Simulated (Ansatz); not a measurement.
NaGa3Sb3: computed properties

All numbers below come from Ansatz 0.2.0, DFT PBE, scalar-relativistic, plane waves, PAW.

Cutoff 420 eV; k points 6×6×6 on the computed 14-atom cell (Γ-centred); Gaussian smearing, width 0.10 eV; no spin polarisation.

The structure is relaxed at this level of theory with its symmetry kept, and needn't be the ground state of this composition.

```cif
data_structure
_symmetry_space_group_name_H-M 'Pm-3n'
_symmetry_Int_Tables_number 223
_cell_length_a 7.6857
_cell_length_b 7.6857
_cell_length_c 7.6857
_cell_angle_alpha 90.000
_cell_angle_beta 90.000
_cell_angle_gamma 90.000
_cell_volume 454.00
loop_
_atom_site_label
_atom_site_type_symbol
_atom_site_symmetry_multiplicity
_atom_site_Wyckoff_symbol
_atom_site_fract_x
_atom_site_fract_y
_atom_site_fract_z
_atom_site_occupancy
Na1 Na 2 a 0.50000 0.50000 0.50000 1
Ga1 Ga 6 d 0.50000 0.00000 0.75000 1
Sb1 Sb 6 c 0.00000 0.50000 0.75000 1
```

| Quantity | Value |
| --- | --- |
| Space group | Pm-3n (No. 223) |
| Volume per atom | 218.8 bohr³ |
| Formation energy from the elements' standard states (uncorrected) | -0.054 eV/atom |
| Kohn–Sham band gap | none (metal) |
| Density of states at the Fermi level | 5.0 states/eV per cell |
| Orbital (Löwdin) character within 0.5 eV of the Fermi level | Sb 5p 28 %, Ga 4p 26 %, Na 3s 17 %, Ga 4s 17 %, unprojected 5 % |

Spin-orbit coupling is left out, which matters for the bands of heavy elements.

The cell was found from a structure generator's guess, not taken from experiment. Löwdin shares on free-atom orbitals overweight diffuse shells.
